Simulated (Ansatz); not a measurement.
A generator proposed this cell of Be7B.

```
Be B
1.0
     4.23423    0.00000    0.00000
     0.00000    4.23423    0.00000
     0.00000    0.00000    4.23423
Be B
7 1
Direct
  0.25262 0.25262 0.25262
  0.00000 0.50000 0.50000
  0.50000 0.50000 0.00000
  0.50000 0.00000 0.50000
  0.74738 0.25262 0.74738
  0.74738 0.74738 0.25262
  0.25262 0.74738 0.74738
  0.00000 0.00000 0.00000
```

These are results of DFT PBE, scalar-relativistic, plane waves, PAW (Ansatz 0.2.0), not measurements. Settings: cutoff 420 eV, Γ-centred mesh 4×4×4 on the computed 8-atom cell, Gaussian smearing of 0.10 eV; no spin polarisation.

The zero of energy is the elements' standard structures at the same level; no fitted shifts are applied.

Task: How far from equilibrium is it?

Result: The pressure is 34.4 GPa (it wants to expand), the largest force is 1.43 eV/Å, and the energy is +2.01 eV/atom against the elements. The shortest distance is 1.83 Å.

Task: Is it a good guess?

Result: A rough one: relaxing gains about 0.55 eV/atom (the start's value is from the coarse mesh, so the gain is rough) in 13 ionic steps and ends at +1.46 eV/atom on the finer mesh. The symmetry stays P-43m (No. 215). The volume per atom grows by 46.3 %, from 9.5 to 13.9 Å³. The shortest distance goes from 1.83 Å (Be–Be) to 1.73 Å (Be–B). Conventional cell: a = 4.806 Å. Around Be on a site of symmetry 3m lie 1 B at 1.73 Å and 3 Be at 2.22 Å; around Be on a site of symmetry -42m lie 4 Be at 2.22 Å; B has 4 Be at 1.73 Å.

The last run used an 8×8×8 mesh for its 8-atom cell and Gaussian smearing of 0.10 eV. The cell is a metal run without spin; a magnetic state may lie lower. The relaxation can't lower the symmetry of the start, and the grade says only how near the guess is to its own end. Symmetry constrained the relaxation, so the result can be a saddle point.
